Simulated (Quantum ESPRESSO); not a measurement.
## One change at a time to AgRhRu3Zr3

Calculated results; nothing here was measured. They come from Quantum ESPRESSO 7.5, a public plane-wave density functional program. Each row is one single-point run on a made-up periodic cell of eight metal atoms, with elements, volume, strain and displacements drawn at random and not relaxed, so a cell may be unstable or far from any real phase. There is no spin polarisation or spin-orbit coupling.

Settings: PBE unless stated; PseudoDojo standard norm-conserving files; Fermi-Dirac width 0.25 eV, which means electrons at about 2900 K; cutoff 1197 eV; 8 x 4 x 3 k mesh shifted half a step off Gamma. E is the free energy of the whole cell (internal energy minus TS), so a -TS column is already part of it. Stress is positive in tension, and the pressure P is minus a third of its trace.

Checks: one run of this series was repeated at a higher cutoff and on a denser mesh, which moved values by no more than 0.008 eV, 0.02 GPa and 0.007 eV/Å, and a second program with other atomic files agreed on it to 2 % rms in force and 0.5 GPa in pressure. Known limits: a spin test at this wide smearing found no moment, but such smearing suppresses magnetism that the real alloy may have.

The lattice is face-centred cubic, and the cell vectors in Å are (-0.022, -2.102, -2.108); (0.091, 4.223, -4.235); (8.417, 0.136, -0.047), a volume of 149.81 Å³ in run 1. The elements on sites 1 to 8 are Zr Ru Ag Zr Ru Rh Zr Ru. Each later run makes one change to run 1 and keeps the rest. E is counted from run 1, and is n/a where other atomic files have another zero of energy.

| run | change | V (Å³) | P (GPa) | -TS (eV) | rms force (eV/Å) | largest change of a force component (eV/Å) | E (eV) |
|---|---|---|---|---|---|---|---|
| 1 | none | 149.81 | -10.61 | -2.060 | 0.684 | 0.000 | 0.000 |
| 2 | sites 1 and 2 exchanged | 149.81 | -7.91 | -2.133 | 1.007 | 3.014 | 0.814 |
| 3 | all lengths scaled by +0.62 % | 152.61 | -12.42 | -2.108 | 0.668 | 0.047 | ? |
| 4 | LDA in place of PBE | 149.81 | -20.20 | -2.063 | 0.688 | 0.070 | n/a |
| 5 | Li on site 8 | 149.81 | -7.53 | -1.831 | 0.645 | 1.202 | n/a |
| 6 | site 2 moved by -0.18 Å along y | 149.81 | -9.94 | -2.048 | 0.715 | 0.307 | 0.059 |

## Worked estimate

Along a uniform scaling dE = -P dV. The mean of the two pressures is -11.515 GPa and the volume changes by 2.80 Å³, with 160.2 GPa to one eV/Å³. The same two rows give -V dP/dV = 98 GPa for this cell with clamped atoms, which is not the bulk modulus of a real alloy.

## Withheld value

Question: what E should run 3 give?

The estimate is 0.201 eV. The calculation gave 0.202 eV.
